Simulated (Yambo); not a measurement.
Yambo run on SrO (rock salt, space group Fm-3m, No. 225). The wavefunctions are PBEsol (pw.x of Quantum ESPRESSO, ONCV potentials, scalar-relativistic) ones on a 6×6×6 mesh (8 occupied bands); a = 3.6196 Å, b = 3.6196 Å, c = 3.6196 Å, α = 60.00°, β = 60.00°, γ = 60.00°.

Yambo input:

```
rim_cut
gw0
dyson
el_el_corr
HF_and_locXC
ppa
em1d
RandQpts= 1000000
RandGvec= 1 Ry
EXXRLvcs= 84 Ry
VXCRLvcs= 336 Ry
Chimod= "HARTREE"
% BndsRnXp
 1 | 77 |
%
NGsBlkXp= 8 Ry
% LongDrXp
 1.0 | 1.0 | 1.0 |
%
PPAPntXp= 27.2114 eV
% GbndRnge
 1 | 77 |
%
GTermKind= "BG"
DysSolver= "n"
ExtendOut
% QPkrange
 1 | 1 | 8 | 8 |
 13 | 13 | 8 | 9 |
%
```

k points by index: 1 = Γ, 13 = X.

Resulting energies as the program prints them:

```
#    K-point    Band    Eo [eV]    E [eV]    E-Eo [eV]    Vxc [eV]    Vnlxc [eV]    Sc|Eo [eV]    Sc|E [eV]    dSc/dw|Eo [eV]    Re(Z)    Im(Z)
#
    1    8    0.000000    -1.006747    -1.006747    -18.77244    -24.09885    4.048134    4.319661    -7.338218    0.787601    -0.001262
    13    8    -0.067822    -1.102624    -1.034802    -18.62017    -23.95712    4.025957    4.302151    -7.262007    0.789343    -0.001258
    13    9    3.202945    4.038456    0.835511    -9.543739    -4.788374    -3.780484    -3.919854    -4.538640    0.857050    -0.852623E-3
```
(The two width columns are left out.) Convergence of these settings isn't established.

Geometry relaxed with PBEsol.
